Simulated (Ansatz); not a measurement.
MgO:
```cif
data_MgO
_chemical_formula_sum 'Mg1 O1'
_space_group_name_H-M_alt 'P 1'
_space_group_IT_number 1
_cell_length_a 2.63352
_cell_length_b 2.63352
_cell_length_c 2.63352
_cell_angle_alpha 90.000
_cell_angle_beta 90.000
_cell_angle_gamma 90.000
loop_
_space_group_symop_operation_xyz
  'x, y, z'
loop_
_atom_site_label
_atom_site_type_symbol
_atom_site_fract_x
_atom_site_fract_y
_atom_site_fract_z
_atom_site_occupancy
Mg1 Mg 0.00000 0.00000 0.00000 1
O1 O 0.50000 0.50000 0.50000 1
```

Relaxed with PBEsol.

Give the optical modes at the zone centre with their infrared activity from DFPT, DFT-PBEsol in the program Ansatz with PAW potentials.

Transverse frequencies, without the LO–TO term; a row sums one degenerate level.

| ω (cm⁻¹) | degeneracy | IR ((D/Å)²/amu) | activity | symmetry |
|---|---|---|---|---|
| 128 | 3 | 32.85 | IR | T1u |

How high does the top mode go among those that the LO–TO term moves?

596 cm⁻¹ for q along x.

Space group Pm-3m (CsCl type). This is a known high-pressure phase of the composition, computed here at zero pressure and temperature. The PBEsol relaxation kept the symmetry of its start. At this level the phase is dynamically unstable (imaginary phonons).

Potentials: the earlier of the program's two PAW sets. The files were generated under PBE; for other functionals the program regenerates the frozen cores, and for LDA and PBEsol the local potential too.
